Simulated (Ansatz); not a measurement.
SrPt$_{5}$:
```
CELL_PARAMETERS angstrom
      5.45113     0.00000     0.00000
     -2.72557     4.72082     0.00000
      0.00000     0.00000     4.35545
ATOMIC_POSITIONS crystal
  Sr 0.00000 0.00000 0.00000
  Pt 0.50000 0.50000 0.50000
  Pt 0.00000 0.50000 0.50000
  Pt 0.50000 0.00000 0.50000
  Pt 0.66667 0.33333 0.00000
  Pt 0.33333 0.66667 0.00000
```

Relaxed with r²SCAN. Special points in fractions of this cell's reciprocal vectors: Γ (0.000, 0.000, 0.000); M (0.500, 0.000, 0.000); K (0.333, 0.333, 0.000); A (0.000, 0.000, 0.500); L (0.500, 0.000, 0.500); H (0.333, 0.333, 0.500).

Q: List the band energies nearest the Fermi level at these points for r²SCAN in the plane-wave PAW code Ansatz.

A: In eV from the Fermi level; about four levels below and three above (degenerate sets whole), none deeper than 8.9 eV; points with the same levels are listed once.

```csv
k,below,above
Γ,-1.58 -1.58 -0.98 -0.98,0.67 0.75 0.79 0.79
M,-1.53 -1.35 -1.30 -1.06,0.78 1.03 2.50
K,-1.24 -1.02 -1.02 -0.37,0.76 3.63 4.28 4.28
A,-1.51 -1.51 -0.62 -0.59 -0.59,0.67 0.67 0.67
L,-0.74 -0.70 -0.35 -0.04,0.63 1.15 3.15
H,-1.21 -1.21 -1.07 -0.21 -0.21,0.92 0.92 1.90
```

Space group P6/mmm. The first step of the workflow began from a Materials Project structure, measured or hypothetical; the Crystallography Open Database files this formula in space group No. 191, but the cells were not matched. Its standing as an ambient phase is unchecked. Symmetry was held in the r²SCAN relaxation; whether a distortion lowers the energy is not shown. No spin polarisation was allowed. Scalar-relativistic: spin–orbit coupling is off unless named, which matters more the heavier the elements.

Potentials: the later of the program's two PAW sets.
